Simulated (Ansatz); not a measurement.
**Notes on TaAgI$_{3}$**

```
Ta I Ag
1.0
     7.89448    0.00000    0.00000
    -3.94724    6.83682    0.00000
     0.00000   -4.55788    6.52907
Ta I Ag
2 6 2
Direct
  0.00000 0.00000 0.00000
  0.50000 0.00000 0.50000
  0.81080 0.51170 0.75300
  0.24130 0.05210 0.75300
  0.70090 0.94220 0.75300
  0.74130 0.94220 0.25300
  0.20090 0.51170 0.25300
  0.31080 0.05210 0.25300
  0.24920 0.49840 0.74760
  0.74920 0.49840 0.24760
```

Single point in Ansatz 0.2.0 with r2SCAN, no spin polarisation. Cutoff 500 eV, PAW datasets, 6×6×6 Γ-centred k mesh, fermi-dirac filling (width 0.0217 eV).

Problem. Is there a gap?

Solution. It is a metal, with about 12 states/eV a cell as the mean within 0.25 eV of the Fermi level, mostly Ta d (63 %) and Ag s (20 %).

Problem. Is it stable against the elements?

Solution. 0.37 eV an atom against the elements' usual phases (free molecules for gases, crystals otherwise, with no correction for O₂ or N₂), so at this geometry it isn't bound against them. Relaxing would lower it.

Problem. Give the Bader charges.

Solution. Bader charges in e: Ta +1.35, Ag +0.27, I -0.54. In the mean Ta gives up most and I takes most.

Problem. What do density and ELF say about some of the short contacts?

Solution. Ta–I at 2.77 Å: least valence density 0.35 e/Å³ and ELF 0.21 there. Ag–I at 3.51 Å: least valence density 0.09 e/Å³ and ELF 0.09 there. Both are smooth PAW fields, read partly inside the augmentation spheres.

Origin: a known structure type with other elements, at an estimated volume, so it need not be a known compound. Caveats: many states at the Fermi level without spin polarisation, so a magnetic state may lie lower.
